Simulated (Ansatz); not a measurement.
**Cs2NaYBr6: the gap from level to level**

A database entry relaxed whole under r2SCAN at zero pressure (Fm-3m, No. 225):

```
Cs Na Y Br
1.0
     0.00000    5.66541    5.66541
     5.66541    0.00000    5.66541
     5.66541    5.66541    0.00000
Cs Na Y Br
2 1 1 6
Direct
  0.25000 0.25000 0.25000
  0.75000 0.75000 0.75000
  0.50000 0.50000 0.50000
  0.00000 0.00000 0.00000
  0.75458 0.24542 0.24542
  0.24542 0.75458 0.24542
  0.24542 0.75458 0.75458
  0.75458 0.24542 0.75458
  0.24542 0.24542 0.75458
  0.75458 0.75458 0.24542
```

Its volume is 36.37 Å³ an atom, +0.7 % against the entry's 36.12, a cell as deposited in COD (1989).

Single points on this cell with plane-wave PAW DFT (Ansatz 0.2.0; r2SCAN 500 eV, hybrids 420 eV; fermi-dirac occupations of width 0.020 eV; no moments): r2SCAN on a 4×4×4 Γ-centred mesh; r2SCAN with spin-orbit coupling on a 4×4×4 Γ-centred mesh; HSE06 on a 4×4×4 Γ-centred mesh; PBE0 on a 4×4×4 Γ-centred mesh.

**Question.** What does each level give for gap and charges?

**Answer.** The runs give:

```tsv
level	gap (eV), or kind	pressure (GPa)	Bader charge of Cs (e)	Bader charge of Na (e)	Bader charge of Y (e)	Bader charge of Br (e)
r2SCAN	4.72	0.0	+0.88	+0.88	+2.09	-0.79
r2SCAN with spin-orbit coupling	4.61	0.0	+0.88	+0.88	+2.09	-0.79
HSE06	5.47	0.3	+0.88	+0.87	+2.11	-0.79
PBE0	6.21	0.3	+0.88	+0.87	+2.11	-0.79
```

Under r2SCAN the gap is 4.72 eV, over mesh and band path. HSE06 moves it by +0.74 eV and PBE0 by +1.49 eV; PBE0 keeps its exact exchange at long range, which widens the gap over HSE06's by 0.74 eV on their common mesh. Spin-orbit coupling moves the r2SCAN gap by -0.11 eV, which the hybrid values lack.

Caveats: the relaxation kept the start's symmetry; HSE06 is read on its mesh and at the zone's corners, PBE0 on its mesh alone; hybrid pressures are good to a few tenths of a GPa; pressure is positive in compression.
